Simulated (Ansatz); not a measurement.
# Barrier of one jump, O in SrTiO$_{3}$

Level of theory: Ansatz, DFT PBE, scalar-relativistic, plane waves, PAW. Run with 420 eV cutoff, 2×2×2 k-mesh, shifted by half a step, Gaussian smearing of 0.02 eV, no spin polarisation.

Host crystal, relaxed:

```yaml
crystal:
  lattice:
    - [3.93642, 0.00000, 0.00000]
    - [0.00000, 3.93642, 0.00000]
    - [0.00000, 0.00000, 3.93642]
  atoms:
    - { symbol: Sr, position: [0.00000, 0.00000, 0.00000] }
    - { symbol: Ti, position: [0.50000, 0.50000, 0.50000] }
    - { symbol: O, position: [0.50000, 0.00000, 0.50000] }
    - { symbol: O, position: [0.50000, 0.50000, 0.00000] }
    - { symbol: O, position: [0.00000, 0.50000, 0.50000] }
```

In a supercell of 40 host sites with charge +2, O trades places with a neighbouring O vacancy, moving 2.50 Å between the relaxed ends. Climbing-image nudged elastic band at fixed cell with images 0 (start) to 2 (end), the path measured over all atoms, converged to 0.05 eV/Å; the order of the saddle wasn't checked, and the small cell leaves errors of about a tenth of an eV.

Supercell rows in host cell vectors: 0 -2 0; 2 0 0; 0 0 2. O was set at (0.500, 0.000, 0.500) of the host cell.

At the relaxed start O has 1 Ti at 1.93 Å, 1 Ti at 2.03 Å.

**Question.** How high is the barrier, and where does the atom pass?

**Answer.** 0.40 eV at image 1, where O has 1 Ti at 1.75 Å.

Cost: 1 run of about 21 core-minutes, on Arm Neoverse V1 (shared hosts).